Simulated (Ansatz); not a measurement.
# Computed properties of Mg2Rh

Mg2Rh:
Space group I4/mmm (No. 139); a = b = 3.169 Å, c = 10.028 Å, α = β = γ = 90.00°

```tsv
atom	site	symmetry	x	y	z
Mg	4e	4mm	0.0000	0.0000	0.3566
Rh	2a	4/mmm	0.0000	0.0000	0.0000
```
(The calculation used a cell of 3 atoms; values per cell refer to that cell.)

Space group I4/mmm (No. 139), MoSi2 or CaC2 type; conventional cell a = b = 3.1691 Å, c = 10.0285 Å, α = β = γ = 90.00°.

Method: PBEsol (plane waves, PAW; program Ansatz). Structure relaxed to zero pressure with the same functional. Other levels are named where they apply.

### Cell and energy

| Property | Result |
|---|---|
| Volume per atom | 16.79 Å³ |
| Density | 5.00 g/cm³ |
| Formation energy from the elements (no fitted shifts) | -0.37 eV/atom |

### Electronic structure

| Quantity | Value |
|---|---|
| Electronic character | metallic (no gap) |
| Density of states at the Fermi level | 0.32 states/eV per atom (mean over ±0.08 eV) |
| Gap with spin–orbit coupling | none (metallic) |

### Mechanics

| Item | Value |
|---|---|
| Bulk modulus (Birch–Murnaghan fit) | 59.5 GPa |
| Pressure derivative B′ | 6.7 |

### Phonons

| Quantity | Result |
|---|---|
| Highest zone-centre frequency | 332 cm⁻¹ |
| Zone-centre stability | no imaginary mode at Γ |

The first step of the workflow began from a Materials Project structure, measured or hypothetical; the Crystallography Open Database copy checked does not list it. Its standing as an ambient phase is unchecked. The PBEsol relaxation kept the symmetry of its start. The run is not spin-polarised. As this level gives no gap, phonon frequencies hold no LO–TO term and depend on the k-mesh and smearing (Fermi–Dirac, 0.1 eV here). Axis ratios of metals converge slowly with the k-mesh, so a and c are less sure than the volume. The references are the lowest solids computed at this level, not always the standard phases. Scalar-relativistic: spin–orbit coupling is off unless named, which matters more the heavier the elements.

Potentials: the later of the program's two PAW sets.
